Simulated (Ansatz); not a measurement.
Not every guess gives a structure. This one for CuH6Os was tried:

A trial structure of CuH6Os was built thus: random cell by space group and Wyckoff sites (R-3m, No. 166). Lengths were set from tabulated atomic sizes, so they are only a guess.

```
CELL_PARAMETERS angstrom
1.81641 1.04871 4.23615
-1.81641 1.04871 4.23615
0.00000 -2.09741 4.23615
ATOMIC_POSITIONS crystal
Cu 0.00000 0.00000 0.00000
H 0.78054 0.21946 0.00000
H 0.00000 0.78054 0.21946
H 0.21946 0.00000 0.78054
H 0.21946 0.78054 0.00000
H 0.00000 0.21946 0.78054
H 0.78054 0.00000 0.21946
Os 0.50000 0.50000 0.50000
```

Method: DFT PBE, scalar-relativistic, plane waves, PAW (Ansatz 0.2.0).

Input of a coarse relaxation:

```yaml
crystal:
  lattice:
    - [1.81641174, 1.04870581, 4.23615395]
    - [-1.81641174, 1.04870581, 4.23615395]
    - [0.0, -2.09741162, 4.23615395]
  atoms:
    - { symbol: Cu, position: [0.0, 0.0, 0.0] }
    - { symbol: H, position: [0.78053942, 0.21946058, 0.0] }
    - { symbol: H, position: [0.0, 0.78053942, 0.21946058] }
    - { symbol: H, position: [0.21946058, 0.0, 0.78053942] }
    - { symbol: H, position: [0.21946058, 0.78053942, 0.0] }
    - { symbol: H, position: [0.0, 0.21946058, 0.78053942] }
    - { symbol: H, position: [0.78053942, 0.0, 0.21946058] }
    - { symbol: Os, position: [0.5, 0.5, 0.5] }
basis:
  ecutwfc: 420
kpoints:
  mp_grid: { grid: [6, 6, 6] }
hamiltonian:
  xc: pbe
scf:
  occupations: { method: gaussian, width: 0.1 }
  lower_state_search: "off"
output:
  forces: true
  stress: true
  eigenvalues: true
relax:
  adjacent_minimum: "off"
  f_tol: 0.04
  max_steps: 70
  cell: { stress_tol: 0.4 }
```

```bash
ansatz run input.yaml --threads 1 --pin off --max-ram 2560MiB --backend cpu --events-out ev --progress --plain --runs-dir out
```

Last lines of the log:

```
SCF iter   1: F=—  HF=-18012.142224 eV  |F-HF|=—  |Δ(HF+E_count)|=         —  Δρ=1.65e-1  dr2=7.20e0  ethr=1.77e-3  ⟨swp⟩=5.9  Hψ=4541  notcnv=0  defer=48
SCF iter   2: F=—  HF=-18015.632711 eV  |F-HF|=—  |Δ(HF+E_count)|=    3.49e0  Δρ=1.47e-1  dr2=4.91e0  ethr=1.77e-3  ⟨swp⟩=4.0  Hψ=3106  notcnv=0  defer=70
SCF iter   3: F=—  HF=-18011.894673 eV  |F-HF|=—  |Δ(HF+E_count)|=    3.74e0  Δρ=3.67e-2  dr2=8.65e-1  ethr=1.77e-3  ⟨swp⟩=4.0  Hψ=2638  notcnv=0  defer=70
SCF iter   4: F=—  HF=-18011.806720 eV  |F-HF|=—  |Δ(HF+E_count)|=   8.80e-2  Δρ=1.66e-2  dr2=7.17e-2  ethr=1.77e-3  ⟨swp⟩=2.7  Hψ=1734  notcnv=0  defer=74
SCF iter   5: F=—  HF=-18011.830274 eV  |F-HF|=—  |Δ(HF+E_count)|=   2.36e-2  Δρ=7.10e-3  dr2=2.64e-2  ethr=1.75e-4  ⟨swp⟩=2.0  Hψ=1507  notcnv=0  defer=74
SCF iter   6: F=—  HF=-18011.829378 eV  |F-HF|=—  |Δ(HF+E_count)|=   8.96e-4  Δρ=2.91e-3  dr2=5.72e-3  ethr=6.45e-5  ⟨swp⟩=2.0  Hψ=1014  notcnv=0  defer=74
SCF iter   7: F=—  HF=-18011.827832 eV  |F-HF|=—  |Δ(HF+E_count)|=   1.55e-3  Δρ=1.02e-3  dr2=9.26e-4  ethr=1.40e-5  ⟨swp⟩=2.6  Hψ=1275  notcnv=0  defer=74
SCF iter   8: F=—  HF=-18011.827770 eV  |F-HF|=—  |Δ(HF+E_count)|=   6.30e-5  Δρ=3.89e-4  dr2=9.29e-5  ethr=2.26e-6  ⟨swp⟩=2.0  Hψ=999  notcnv=0  defer=74
SCF iter   9: F=—  HF=-18011.827777 eV  |F-HF|=—  |Δ(HF+E_count)|=   7.74e-6  Δρ=8.34e-5  dr2=5.05e-6  ethr=2.26e-7  ⟨swp⟩=2.1  Hψ=1251  notcnv=0  defer=73
SCF iter  10: F=—  HF=-18011.827778 eV  |F-HF|=—  |Δ(HF+E_count)|=   8.41e-7  Δρ=2.11e-5  dr2=2.57e-7  ethr=1.23e-8  ⟨swp⟩=2.1  Hψ=1199  notcnv=0  defer=73
SCF iter  11: F=-18011.827778 eV  HF=-18011.827778 eV  |F-HF|=1.01e-7  |Δ(HF+E_count)|=   1.73e-7  Δρ=1.55e-5  dr2=7.30e-8  ethr=2.44e-10  ⟨swp⟩=12.6  Hψ=5091  notcnv=0
Error: refused after 11 iterations: one_centre_occupation = 2.05e0 (threshold 2.00e0); read on the Cu atom at site 0 (counted from 0), in its partial waves of l = 1. The loop had accepted its state. The figure is how many electrons the atom's PAW partial-wave expansion lays in one spin orbital insid
```

Question: Why is there no result?

Answer: The SCF loop converged, but the program refused the state. The PAW expansion on Cu put 2.05 electrons into one spin orbital, where the Pauli principle allows one. The run has most likely filled a ghost state of the dataset, or the PAW spheres overlap too strongly; at the start of this run the shortest distance is 0.80 Å. No property of the compound can be read from it.

The run took 2.2 s on 1 thread of AMD EPYC 9R14 (Zen 4) (shared host), peak memory 0.41 GiB.
